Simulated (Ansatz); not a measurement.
**Structure relaxation, NbRu**

The start is a generated trial cell of NbRu in the AFLOW prototype AB_tP4_131_c_e (B17, as in PtS). Cell shape, volume and atoms are optimised at zero target pressure with PBE (plane waves to 420 eV, PAW, scalar-relativistic; Ansatz, a program for electronic structure). The first steps use a coarse 9×9×7 k-mesh.

Input geometry:
```
CELL_PARAMETERS angstrom
      3.72295     0.00000     0.00000
      0.00000     3.72295     0.00000
      0.00000     0.00000     4.63508
ATOMIC_POSITIONS crystal
  Ru 0.00000 0.50000 0.00000
  Ru 0.50000 0.00000 0.50000
  Nb 0.00000 0.00000 0.25000
  Nb 0.00000 0.00000 0.75000
```

Q: By how much does the energy per atom fall from start to end?

A: About 2.8 eV/atom.

Q: How does the volume change?

A: +12.6 %, from 16.06 to 18.09 Å³/atom.

Q: How do the shortest distances between atoms change?

A: The closest pairs of elements (up to four, under 3.6 Å), start → end: Nb–Ru 2.19 → 2.53 Å; Nb–Nb 2.32 → 2.98 Å; Ru–Ru 3.51 → 2.98 Å.

Q: Give the final cell and atomic positions.

A: 
```cif
data_Nb2Ru2
_chemical_formula_sum 'Ru2 Nb2'
_space_group_name_H-M_alt 'P42/mmc'
_space_group_IT_number 131
_space_group_name_Hall '-P 4c 2'
_cell_length_a 2.97667
_cell_length_b 2.97667
_cell_length_c 8.16769
_cell_angle_alpha 90.000
_cell_angle_beta 90.000
_cell_angle_gamma 90.000
loop_
_atom_site_label
_atom_site_type_symbol
_atom_site_symmetry_multiplicity
_atom_site_Wyckoff_symbol
_atom_site_fract_x
_atom_site_fract_y
_atom_site_fract_z
_atom_site_occupancy
Ru1 Ru 2 c 0.00000 0.50000 0.00000 1
Nb1 Nb 2 e 0.00000 0.00000 0.25000 1
```

The space group stays P4₂/mmc (No. 131) (the run could not lower it), with 4 atoms in the primitive cell. Final values are on a 16×16×6 k-mesh of the relaxed cell. The start holds a very short contact (Nb–Ru 2.19 Å). No spin polarisation in the result.

The run could not lose the symmetry of its start: the end is stationary, and may be a saddle point rather than a minimum.

All atoms sit on sites fixed by symmetry, so only the cell could relax.

The relaxed structure here is a generated cell of NbRu: the first start was made by placing the elements on the sites of a structure type, and the end was not matched to a known phase here, so it may be hypothetical.
